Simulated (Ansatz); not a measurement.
SiC (zinc blende)

```cif
data_C4Si4
_chemical_formula_sum 'C4 Si4'
_space_group_name_H-M_alt 'F-43m'
_space_group_IT_number 216
_space_group_name_Hall 'F -4 2 3'
_cell_length_a 4.37973
_cell_length_b 4.37973
_cell_length_c 4.37973
_cell_angle_alpha 90.000
_cell_angle_beta 90.000
_cell_angle_gamma 90.000
loop_
_atom_site_label
_atom_site_type_symbol
_atom_site_symmetry_multiplicity
_atom_site_Wyckoff_symbol
_atom_site_fract_x
_atom_site_fract_y
_atom_site_fract_z
_atom_site_occupancy
C1 C 4 c 0.25000 0.25000 0.25000 1
Si1 Si 4 a 0.00000 0.00000 0.00000 1
```
(The calculation used a cell of 2 atoms; values per cell refer to that cell.)

Two coordinates are scanned: the volume, and the ratio of the stretch along z (the conventional c axis) to the stretch across it. Atoms keep their fractional coordinates.

The numbers are results of PBE (plane waves to 420 eV, PAW, scalar-relativistic; Ansatz, a quantum-chemistry and plane-wave program), not measurements. k mesh 13×13×13 (Γ-centred), Fermi-Dirac smearing 0.05 eV. E stands for the smeared free energy. SiC was relaxed with its symmetry unable to fall. The PAW data are Ansatz's earlier set. ΔE is measured from the relaxed starting cell.

**Question.** What ΔE (meV/atom) does the calculation give at all points of the grid V/V₀ = 0.960, 0.973, 0.987, 1.000, 1.013, 1.027, 1.040 by (c/a)/(c/a)₀ = 0.920, 0.947, 0.973, 1.000, 1.027, 1.053, 1.080?

**Answer.** ΔE (meV/atom), with V/V₀ across and (c/a)/(c/a)₀ down:

```csv
(c/a)/(c/a)₀ \ V/V₀,0.960,0.973,0.987,1.000,1.013,1.027,1.040
0.920,45.1,38.8,35.4,34.6,36.3,40.3,46.4
0.947,26.9,20.3,16.6,15.6,17.0,20.7,26.6
0.973,15.7,9.0,5.2,3.9,5.2,8.8,14.5
1.000,11.9,5.2,1.3,0.0,1.2,4.8,10.5
1.027,15.8,9.1,5.2,4.0,5.3,8.9,14.6
1.053,27.6,21.1,17.3,16.2,17.6,21.2,27.1
1.080,47.6,41.2,37.7,36.7,38.3,42.1,48.1
```

(A scan under strain: stresses follow from slopes of the energy per volume, elastic moduli from its curvatures.)
